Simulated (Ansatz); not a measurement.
Si$_{2}$N$_{2}$O:
Space group Cmc2₁ (No. 36); a = 8.921 Å, b = 5.517 Å, c = 4.865 Å, α = 90.00°, β = 90.00°, γ = 90.00°

```json
[
 {"atom": "Si", "site": "8b", "symmetry": "1", "x": "0.1766", "y": "0.1509", "z": "0.2289"},
 {"atom": "N", "site": "8b", "symmetry": "1", "x": "0.2819", "y": "0.3760", "z": "0.3837"},
 {"atom": "O", "site": "4a", "symmetry": "m..", "x": "0.0000", "y": "0.2123", "z": "0.2820"}
]
```
(The calculation used a cell of 10 atoms; values per cell refer to that cell.)

Relaxed with PBEsol. The program Ansatz at the PBEsol level (PAW) gives a gap of 4.94 eV.

Q: What gap does HSE06 give on the same cell (Ansatz, PAW)?

A: 6.54 eV, 1.60 eV more. The hybrid was solved on a coarser mesh and at special points; its gap is the smallest among all of these.

| k | v1 PBEsol | c1 PBEsol | v1 HSE06 | c1 HSE06 |
|---|---|---|---|---|
| Γ | 0.00 | 4.94 | 0.00 | 6.54 |
| Y | -0.24 | 6.25 | [?] | [?] |
| T | -0.63 | 5.97 | [?] | [?] |
| Z | -0.23 | 5.72 | [?] | [?] |
| S | -0.41 | 6.76 | -0.45 | 8.47 |
| R | -0.68 | 6.75 | -0.75 | 8.45 |
| Δ0 | -0.53 | 6.45 | [?] | [?] |
| B0 | -1.02 | 6.52 | -1.06 | 8.22 |

Q: Top valence (v1) and lowest conduction level (c1) in eV from each method's valence maximum (which need not be a listed point): supply the withheld HSE06 values.

A: 
- T, v1 HSE06: -0.64
- T, c1 HSE06: 7.66
- Y, v1 HSE06: -0.23
- Y, c1 HSE06: 7.99
- Z, v1 HSE06: -0.25
- Z, c1 HSE06: 7.42
- Δ0, v1 HSE06: -0.53
- Δ0, c1 HSE06: 8.19

Cost on shared cores: the PBEsol run (SCF on a 6×6×6 mesh, then bands and DOS) very roughly 70 core-seconds, the HSE06 run (SCF on 4×4×4, then a few points) very roughly 2.5 core-minutes; the tasks are unlike.

Space group Cmc2_1. The workflow started from a Materials Project entry (that database holds measured and hypothetical structures alike); the Crystallography Open Database files this formula in space group No. 36, but the cells were not matched. Its standing as an ambient phase is unchecked. The PBEsol relaxation kept the symmetry of its start; its stability against distortions is not shown here.

Potentials: the earlier of the program's two PAW sets.
